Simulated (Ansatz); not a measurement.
EuFe3 (AuCu3-type structure)

Level of theory: DFT, PBE, scalar-relativistic, collinear spin; plane waves to 420 eV with PAW datasets (Ansatz 0.2.0), Γ-centred 8×8×8 mesh, 0.05 eV Gaussian smearing; PAW files: Ansatz's generated set soft_2.

```xyz
4
Lattice="3.9628 0.0000 0.0000 0.0000 3.9628 0.0000 0.0000 0.0000 3.9628" Properties=species:S:1:pos:R:3 pbc="T T T"
Eu    0.0000    0.0000    0.0000
Fe    0.0000    1.9814    1.9814
Fe    1.9814    1.9814    0.0000
Fe    1.9814    0.0000    1.9814
```

The structure was built from a prototype; whether the compound forms in it isn't claimed.

Magnetic state: ferrimagnetic, site spin moments Eu 6.50; Fe -2.46 μB.

The geometry was relaxed with PBE and stays fixed; the gap of the first row includes a band path, the others are on their meshes. A negative pressure means that the level wants a smaller cell.

| level | k-mesh | gap (eV) | P (GPa) | largest spin moment (μB) | f electrons (Löwdin) | rough cost (core-min) |
| --- | --- | --- | --- | --- | --- | --- |
| PBE | 8×8×8 | metal | 0.0 | 6.50 | 6.59 | – |
| LDA | 8×8×8 | metal | -11.9 | 6.44 | 6.58 | – |

What do the gap, the largest spin moment and the pressure become under r²SCAN (8×8×8, 500 eV)?

Gap zero (metallic), pressure 2.6 GPa, largest spin moment 6.70 μB; cost roughly 90 core-seconds.

And under PBEsol (8×8×8): gap, the largest spin moment, pressure?

Gap zero (metallic), pressure -6.4 GPa, largest spin moment 6.48 μB.

**Why the levels differ.**

To first order a pressure P at this geometry moves the equilibrium volume by ΔV/V ≈ P/B0, with B0 = 87 GPa from PBE's equation of state: r²SCAN 2.57/86.5 = +3.0 %, about 16.0 Å³/atom; PBEsol −6.40/86.5 = −7.4 %, about 14.4 Å³/atom (from 15.56). These are estimates, not relaxations, and those over 6 % overshoot where the cell shrinks, since it stiffens.

The pressures rise from LDA over PBEsol to PBE. The gradient terms favour an uneven density and so weaken the binding; PBEsol's are smaller than PBE's, and LDA has none.

No row holds spin–orbit coupling, which matters for elements this heavy.

Without a U the 4f levels of Eu lie too near the Fermi level, so their share of the states there, and what hangs on it, is overstated.

Levels after the first row that show no cost went on from its state.

Pressures are a third of the stress tensor's trace; costs are rough, on shared cores (Arm Neoverse V2).
